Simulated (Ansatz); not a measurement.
**Computed map of one atom of the cell: SiO2 (rutile)**

SiO$_{2}$ (rutile)

```xyz
6
Lattice="4.1946 0.0000 0.0000 0.0000 4.1946 0.0000 0.0000 0.0000 2.6784" Properties=species:S:1:pos:R:3 pbc="T T T"
Si     0.0000     0.0000     0.0000
Si     2.0973     2.0973     1.3392
O      1.2838     1.2838     0.0000
O      3.3811     0.8135     1.3392
O      0.8135     3.3811     1.3392
O      2.9108     2.9108     0.0000
```

In this cell atom 5 (O, nearest neighbour Si at 1.766 Å; its periodic images, 2.7 Å or more away, move with it) is moved by u·(1.000, 0.000, 0.000) + v·(0.000, 0.000, 1.000); the rest is frozen.

These are PBEsol (plane waves to 420 eV, PAW, scalar-relativistic; Ansatz, an electronic-structure program) values and carry that method's errors. k mesh 6×6×10 (Γ-centred), Fermi-Dirac smearing 0.05 eV. Energies are smeared free energies. Fu and Fv are the components of the force on the atom. SiO2 was relaxed with its symmetry unable to fall. The zero of ΔE is the undisplaced structure. Axes are in Å.

ΔE (meV/cell), with u across and v down:

```tsv
v \ u	-0.260	-0.173	-0.087	0.000	0.087	0.173	0.260
-0.260	1922	1316	894	661	619	766	1099
-0.173	1242	756	439	292	320	521	896
-0.087	847	429	169	73	141	374	774
0.000	717	321	80	0	81	325	733
0.087	847	429	169	73	141	374	774
0.173	1242	756	439	292	320	521	896
0.260	1922	1316	894	661	619	766	1099
```

Fv (eV/Å), with u across and v down:

| v \ u | -0.260 | -0.173 | -0.087 | 0.000 | 0.087 | 0.173 | 0.260 |
|---|---|---|---|---|---|---|---|
| -0.260 | 9.59 | 7.86 | 6.37 | 5.14 | 4.15 | 3.39 | 2.81 |
| -0.173 | 6.15 | 5.09 | 4.16 | 3.39 | 2.76 | 2.26 | 1.88 |
| -0.087 | 3.00 | 2.50 | 2.06 | 1.68 | 1.38 | 1.13 | 0.94 |
| 0.000 | 0.00 | 0.00 | 0.00 | 0.00 | 0.00 | 0.00 | 0.00 |
| 0.087 | -3.00 | -2.50 | -2.06 | -1.68 | -1.38 | -1.13 | -0.94 |
| 0.173 | -6.15 | -5.09 | -4.16 | -3.39 | -2.76 | -2.26 | -1.88 |
| 0.260 | -9.59 | -7.86 | -6.37 | -5.14 | -4.15 | -3.39 | -2.81 |

Read from the data:

Principal force constants in the plane (five-point differences of the forces): 19.4 and 21.5 eV/Å². Centre of the map: a minimum. Lowest place on the grid: u = 0.000 Å, v = 0.000 Å (0 meV/cell). Highest place on the grid, met at several equal points: u = -0.260 Å, v = -0.260 Å; u = -0.260 Å, v = 0.260 Å (1922 meV/cell).

(A displaced cell: forces are minus the slopes of the energy, force constants its curvatures, and phonons follow from these.)
